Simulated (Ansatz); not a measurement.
Cr₂GeC:
```
CELL_PARAMETERS angstrom
      2.89927     0.00000     0.00000
     -1.44963     2.51084     0.00000
      0.00000     0.00000    11.88531
ATOMIC_POSITIONS crystal
  Cr 0.66667 0.33333 0.58558
  Cr 0.33333 0.66667 0.41442
  Cr 0.33333 0.66667 0.08558
  Cr 0.66667 0.33333 0.91442
  Ge 0.66667 0.33333 0.25000
  Ge 0.33333 0.66667 0.75000
  C  0.00000 0.00000 0.50000
  C  0.00000 0.00000 0.00000
```

Relaxed with PBEsol. Special points in fractions of this cell's reciprocal vectors: Γ (0.000, 0.000, 0.000); M (0.500, 0.000, 0.000); K (0.333, 0.333, 0.000); A (0.000, 0.000, 0.500); L (0.500, 0.000, 0.500); H (0.333, 0.333, 0.500).

Q: List the band energies nearest the Fermi level at these points for DFT-PBEsol in the program Ansatz with PAW potentials.

A: In eV from the Fermi level; about four levels below and three above (degenerate sets whole), none deeper than 8.9 eV; points with the same levels are listed once.

```json
[
 {"k": "Γ", "below": "-0.51 -0.51 -0.35 -0.35", "above": "0.52 0.52 0.59 0.59"},
 {"k": "M", "below": "-3.27 -3.10 -2.94 -0.30", "above": "0.16 0.28 0.37"},
 {"k": "K", "below": "-2.05 -0.61 -0.46 -0.46", "above": "0.12 0.12 0.40"},
 {"k": "A", "below": "-0.43 -0.43 -0.43 -0.43", "above": "0.56 0.56 0.56 0.56"},
 {"k": "L", "below": "-3.00 -3.00 -0.06 -0.06", "above": "0.27 0.27 0.45 0.45"},
 {"k": "H", "below": "-1.37 -1.37 -0.57 -0.57", "above": "0.45 0.45 0.62 0.62"}
]
```

Space group P6_3/mmc. The first step of the workflow began from a Materials Project structure, measured or hypothetical; the Crystallography Open Database copy checked does not list it. Its standing as an ambient phase is unchecked. The cell was relaxed with PBEsol under the symmetry of its start; whether a distortion lowers the energy is not shown. The workflow began spin-polarised and lost its moments. Spin–orbit coupling is left out wherever it is not named.

Potentials: the later of the program's two PAW sets.
